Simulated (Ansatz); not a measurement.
The cell below belongs to a search over invented structures; it isn't taken from experiment.

Input and command of a plane-wave DFT calculation in Ansatz:

```yaml
crystal:
  lattice:
    - [3.48913895, 0.0, 0.0]
    - [0.0, 6.40800133, 0.0]
    - [0.0, 0.0, 6.04336593]
  atoms:
    - { symbol: Zr, position: [0.0, 0.0, 0.0] }
    - { symbol: Zr, position: [0.5, 0.0, 0.5] }
    - { symbol: Al, position: [0.5, 0.5, 0.16666667] }
    - { symbol: Se, position: [0.5, 0.7336695, 0.83333333] }
    - { symbol: Se, position: [0.0, 0.7336695, 0.33333333] }
    - { symbol: Se, position: [0.5, 0.2663305, 0.83333333] }
    - { symbol: Se, position: [0.0, 0.2663305, 0.33333333] }
basis:
  ecutwfc: 420
kpoints:
  mp_grid: { grid: [6, 4, 4] }
hamiltonian:
  xc: pbe
scf:
  occupations: { method: gaussian, width: 0.1 }
  lower_state_search: "off"
output:
  forces: true
  stress: true
  eigenvalues: true
relax:
  adjacent_minimum: "off"
  f_tol: 0.04
  max_steps: 70
  cell: { stress_tol: 0.4 }
```

```bash
ansatz run input.yaml --threads 1 --pin off --max-ram 2560MiB --backend cpu --events-out ev --progress --plain --runs-dir out
```

Processor: Arm Neoverse N1, 1 thread, on a host shared with other jobs.

Task: Estimate time, memory and problem size.

Result: About 6.8 min, peak memory 0.53 GiB. It solves 55 bands at 36 k points (after reduction by symmetry) with about 3167 plane waves (on the last cell), in 53 SCF iterations over 7 ionic steps.
